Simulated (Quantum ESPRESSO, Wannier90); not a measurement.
# Wannier functions of InP (zinc blende)

```
CELL_PARAMETERS angstrom
      0.00000     2.95198     2.95198
      2.95198     0.00000     2.95198
      2.95198     2.95198     0.00000
ATOMIC_POSITIONS crystal
  In 0.00000 0.00000 0.00000
  P  0.75000 0.75000 0.75000
```

Structure: Materials Project mp-20351, symmetrised, not relaxed again. COD (Crystallography Open Database) has an entry of this formula and space group (matched by these alone). Computed values, not measurements, from LDA: Quantum ESPRESSO (norm-conserving PseudoDojo potentials, cutoff 56 Ry, no spin polarisation, no spin-orbit coupling) on a Γ-centred 8×8×8 mesh, then Wannier90. Density: 10×10×10 mesh, Gaussian smearing 0.01 Ry. Spin-orbit coupling is left out although heavy elements are present.

Functional, cutoff and mesh named above are those of the base row (1); the first column says what each row takes instead. Model: 4 functions from bands 6-9, start SCDM (isolated) (the valence bands). Energies are relative to the valence-band maximum; the misfit is to pw.x on a path, for all bands of the set. The lattice is scaled uniformly, fractional positions fixed. Ω_total can sit in another minimum from row to row; Ω_I of an isolated set cannot.

```tsv
scale	Ω_I (Å²)	Ω_total (Å²)	rms misfit (meV)	gap (eV)	bottom of band 6 (eV)
0.97	8.42	9.08	19	0.87	-12.06
0.99	8.66	9.31	25	0.53	-11.61
1	8.79	9.44	28	0.37	-11.41
1.01	8.94	9.59	33	0.20	-11.21
```
